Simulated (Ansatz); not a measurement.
Structures of KRu: which is lowest?

Plane-wave DFT in Ansatz with scalar-relativistic PAW potentials, cutoff 420 eV, Γ-centred meshes chosen by cell and gap, Gaussian smearing with energies taken to zero width. Every cell was relaxed (cell and atoms) in a run of its own, within the symmetry of its start. Functional: PBE.

Relaxed structures (starts from databases or built by putting these elements on another compound's sites):
A. P4/nmm, 4 atoms in the computed cell, a = 3.491 Å, c = 10.180 Å; sites (symmetry × multiplicity) K 4mm × 2, Ru -4m2 × 2; start: built
B. R-3m, 2 atoms in the computed cell, a = 2.823 Å, c = 17.249 Å; sites (symmetry × multiplicity) K -3m × 3, Ru -3m × 3; start: built
C. P4/mmm, 2 atoms in the computed cell, a = 2.691 Å, c = 5.627 Å; sites (symmetry × multiplicity) K 4/mmm × 1, Ru 4/mmm × 1; start: built

**Question.** Rank them by energy. Could pressure change the order?

**Answer.**
| structure | group | E − E(lowest) (meV/atom) | V (Å³/atom) | gap on mesh (eV) |
| --- | --- | --- | --- | --- |
| A | P4/nmm | 0.0 | 31.02 | 0.00 |
| B | R-3m | 524 | 19.84 | 0.00 |
| C | P4/mmm | 526 | 20.38 | 0.00 |

A is lowest, 524 meV/atom under B. B is denser by 11.18 Å³/atom, so pressure favours it: ΔE/ΔV, with ΔE in eV and 1 eV/Å³ = 160.2 GPa, gives about 8 GPa for equal enthalpy if both cells were rigid, a rough figure since the two compress differently. Other structures may lie lower than all of these, and vibrations aren't counted.